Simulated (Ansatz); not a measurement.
**TeO4: rattling a relaxed structure**

The cell was found from a proposed guess, not taken from experiment.

These are results of DFT PBE, scalar-relativistic, plane waves, PAW (Ansatz 0.2.0), not measurements. Cutoff 420 eV; k points 8×8×8 on the computed 5-atom cell (Γ-centred); Gaussian smearing, width 0.10 eV; no spin polarisation.

The cell below (5 atoms, space group C2/m (No. 12)) is relaxed within its symmetry.

```cif
data_structure
_symmetry_space_group_name_H-M 'P 1'
_symmetry_Int_Tables_number 1
_cell_length_a 3.8878
_cell_length_b 3.8878
_cell_length_c 4.8810
_cell_angle_alpha 98.489
_cell_angle_beta 98.489
_cell_angle_gamma 89.273
_cell_volume 72.17
loop_
_atom_site_label
_atom_site_type_symbol
_atom_site_fract_x
_atom_site_fract_y
_atom_site_fract_z
_atom_site_occupancy
Te1 Te 0.00000 0.00000 0.00000 1
O1 O 0.10174 0.10174 0.43868 1
O2 O 0.89826 0.89826 0.56132 1
O3 O 0.50000 0.00000 0.00000 1
O4 O 0.00000 0.50000 0.00000 1
```

For the test a repeat of it with 10 atoms (edges 3.89, 4.88, 7.78 Å) was strained at random (σ = 1.5 % a component), the atoms were moved at random (σ = 0.15 Å), and all was relaxed again on a coarse 6×4×4 mesh (in the run’s order of axes) with 0.20 eV smearing, with no symmetry imposed.

Spin–orbit coupling, which can matter for Te, is left out.

Question: Is the structure stable against such a distortion?

Answer: It returns, within 1 meV/atom of the unmoved cell on that mesh and with the same symmetry when read at 0.1 Å (P-1 at 0.01 Å, so small strains and shifts remain). So it is stable against the distortions that fit this cell and that this random move excites. Modes that don't fit the cell aren't tested.
